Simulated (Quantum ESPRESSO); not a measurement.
```xyz
14
Lattice="7.6045 0.0000 0.0000 -3.8023 6.5857 0.0000 0.0000 0.0000 2.9052" Properties=species:S:1:pos:R:3 pbc="T T T"
Si    -1.3794     5.4329     2.1789
Si     5.1817     1.1528     0.7263
Si     2.2098     1.5218     0.7263
Si     1.5925     5.0639     2.1789
Si    -0.2130     2.6747     2.1789
Si     4.0153     3.9111     0.7263
N      0.0000     4.3905     2.1789
N      3.8023     2.1952     0.7263
N      4.8233     4.4114     2.1789
N     -1.0210     2.1743     0.7263
N     -1.4088     6.3828     0.7263
N      5.2110     0.2029     2.1789
N      1.3725     1.9714     2.1789
N      2.4298     4.6144     0.7263
```
The geometry is a computed Materials Project entry, not a measured one. It is Si3N4 in P6₃/m. Stability against distortions was not tested.

A lattice sum over point charges, one formal value an element (Si +4, N -3), with no Sternheimer factor, costs far less than a self-consistent run. Taken along the main axis of each site's self-consistent tensor, it gives:

| site | V along that axis, point charges (a.u.) |
|---|---|
| Si (atoms 1, 2, 3, 4, 5, 6) | 0.010 |
| N1 (atoms 7, 8) | -0.281 |
| N2 (atoms 9, 10, 11, 12, 13, 14) | -0.273 |

**Question.** How do the values of the PAW reconstruction of the field gradient on a scalar-relativistic PBE ground state (a modified build of Quantum ESPRESSO, JTH datasets) compare?

**Answer.** 
| site | Vzz, PAW (a.u.) | PAW over point charges |
|---|---|---|
| Si | 0.093 | 9.4 |
| N1 | -0.485 | 1.7 |
| N2 | -0.489 | 1.8 |
  Cores are frozen. Against all-electron runs on small test molecules, this scheme's |Vzz| missed by −6 % on Si, under 1 % on N.
